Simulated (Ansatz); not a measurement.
Y₃Ge₅ in space group Fdd2 (No. 43; Pearson symbol oF64), PBE (plane waves, PAW; program Ansatz), all energies at zero smearing, with the estimated change up to a 700 eV cutoff added, with one set of potentials and settings (totals compare only within such a set). Cell of 16 atoms (6 Y, 10 Ge): -66053.723 eV.

```
element                reference phase  E (eV/atom)
-------  -----------------------------  -----------
Y        P6_3/mmc, 2 atoms in the cell   -3848.6897
Ge          Fd-3m, 2 atoms in the cell   -4294.9907
```

Formation energy per atom, worked out: (-66053.723 − 6×(-3848.6897) − 10×(-4294.9907))/16 = -0.730 eV/atom (-70 kJ per mol of atoms), at 0 K, without zero-point energy or fitted corrections.

The first step of the workflow began from a Materials Project structure, measured or hypothetical; the Crystallography Open Database copy checked does not list it. Its standing as an ambient phase is unchecked. Symmetry was held in the PBE relaxation; its stability against distortions is not shown here. The run is not spin-polarised. The references are the lowest solids computed at this level, not always the standard phases.

Potentials: the earlier of the program's two PAW sets.
